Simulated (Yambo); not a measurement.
Yambo input for MgS (rock salt, space group Fm-3m, No. 225) under isotropic strain of -0.7 % on all lattice vectors (a = b = c = 3.639 Å, α = β = γ = 60.00°), on PBEsol (Quantum ESPRESSO, PseudoDojo norm-conserving, 84 Ry, no spin-orbit coupling) wavefunctions on a 16×16×16 mesh:

```
optics
chi
dipoles
kernel
FFTGvecs= 40 Ry
Chimod= "HARTREE"
NGsBlkXd= 4 Ry
% QpntsRXd
 1 | 1 |
%
% BndsRnXd
 5 | 27 |
%
GrFnTpXd= "R"
% EnRngeXd
 0.0 | 20.0 | eV
%
% DmRngeXd
 0.2 | 0.2 | eV
%
CGrdSpXd= 50
ETStpsXd= 161
% LongDrXd
 1.0 | 0.0 | 0.0 |
%
% XfnQP_E
 1.71 | 1.0 | 1.0 |
%
```

First lines of the file o-*.eps_q1_inv_rpa_dyson:

```
Absorption @ Q(1):   1.00000000     0.00000000     0.00000000    [q->0 direction]
#
# [ X ] Hartree size     :   51
# [GEN] GF Energies     : Perdew, Burke & Ernzerhof SOL(X)+Perdew, Burke & Ernzerhof SOL(C)+ user defined corrections @E
# [GEN] Green`s Function     : Retarded
#
# [GEN] Gauge     : Length
# [GEN] [r,Vnl] included     : yes
#
#    E[1] [eV]     Im(eps)     Re(eps)     Im(eps_o)     Re(eps_o)
#
     0.000000     -0.25485E-09     4.370392     0.27037E-17     5.030903
     0.125000     0.002268     4.371099     0.002872     5.031798
     0.250000     0.004542     4.373221     0.005753     5.034486
     0.375000     0.006830     4.376765     0.008650     5.038974
     0.500000     0.009138     4.381740     0.011574     5.045277
     0.625000     0.011473     4.388163     0.014533     5.053412
     0.750000     0.013842     4.396052     0.017537     5.063405
     0.875000     0.016254     4.405430     0.020594     5.075286
     1.000000     0.018716     4.416326     0.023715     5.089092
     1.125000     0.021236     4.428774     0.026912     5.104866
     1.250000     0.023822     4.442813     0.030194     5.122657
     1.375000     0.026486     4.458486     0.033575     5.142524
     1.500000     0.029235     4.475845     0.037067     5.164530
     1.625000     0.032083     4.494947     0.040684     5.188749
     1.750000     0.035040     4.515855     0.044443     5.215264
     1.875000     0.038119     4.538641     0.048358     5.244167
     2.000000     0.041336     4.563386     0.052450     5.275561
     2.125000     0.044704     4.590179     0.056738     5.309561
     2.250000     0.048243     4.619120     0.061244     5.346295
     2.375000     0.051972     4.650320     0.065994     5.385906
     2.500000     0.055913     4.683903     0.071016     5.428553
     2.625000     0.060090     4.720007     0.076341     5.474414
     2.750000     0.064532     4.758787     0.082006     5.523687
     2.875000     0.069270     4.800416     0.088051     5.576594
     3.000000     0.074341     4.845087     0.094523     5.633382
     3.125000     0.079786     4.893018     0.101474     5.694332
     3.250000     0.085656     4.944454     0.108968     5.759757
     3.375000     0.092006     4.999673     0.117076     5.830012
     3.500000     0.098902     5.058989     0.125882     5.905498
     3.625000     0.106425     5.122760     0.135486     5.986674
     3.750000     0.114667     5.191396     0.146007     6.074063
     3.875000     0.123742     5.265371     0.157587     6.168266
     4.000000     0.133787     5.345231     0.170398     6.269979
```
(The file goes on to the top of the energy range.) Convergence of the RPA response with its 16×16×16 mesh was not tested. The scissor comes from a G0W0 run whose convergence isn't established.

Geometry strained from the cell relaxed with PBEsol, atoms relaxed again.
